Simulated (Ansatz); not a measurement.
Input and command of a plane-wave DFT calculation in Ansatz:

```yaml
crystal:
  lattice:
    - [3.8902462528, 0.0, 0.0]
    - [-1.9451231264, 3.3690520819, 0.0]
    - [0.0, 0.0, 9.7775684072]
  atoms:
    - { symbol: Ni, position: [0.0, 0.0, 0.3734551911] }
    - { symbol: Ni, position: [0.0, 0.0, 0.8785156044] }
    - { symbol: Ni, position: [0.0, 0.0, 0.1214843956] }
    - { symbol: Ni, position: [0.0, 0.0, 0.6265448089] }
    - { symbol: Ni, position: [0.6666666667, 0.3333333333, 0.5] }
    - { symbol: Ni, position: [0.3333333333, 0.6666666667, 0.2454604972] }
    - { symbol: Ni, position: [0.3333333333, 0.6666666667, 0.7545395028] }
    - { symbol: Ge, position: [0.6666666667, 0.3333333333, 0.2416436346] }
    - { symbol: Ge, position: [0.6666666667, 0.3333333333, 0.7583563654] }
    - { symbol: Ge, position: [0.3333333333, 0.6666666667, 0.0] }
    - { symbol: Ge, position: [0.3333333333, 0.6666666667, 0.5] }
basis:
  ecutwfc: 420
kpoints:
  mp_grid: { grid: [12, 12, 4] }
hamiltonian:
  xc: pbesol
scf:
  occupations: { method: gaussian, width: 0.1 }
output:
  forces: true
  stress: true
  eigenvalues: true
relax:
  adjacent_minimum: "off"
  f_tol: 0.01
  max_steps: 30
  cell: { stress_tol: 0.1, fix: [volume] }
```

```bash
ansatz run input.yaml --threads 2 --pin off --max-ram 5120MiB --backend cpu --events-out ev --progress --plain --runs-dir out
```

Processor: Intel(R) Xeon(R) Platinum 8488C (Sapphire Rapids), 2 threads, on a host shared with other jobs.

Problem. How long does it run, and how much memory does it take?

Solution. About 3.1 min on 2 threads of Intel(R) Xeon(R) Platinum 8488C (Sapphire Rapids) (shared host), peak memory 0.97 GiB. It solves 110 bands at 57 k points (the mesh reduced by symmetry) with about 2541 plane waves, in 44 SCF iterations over 6 ionic steps.
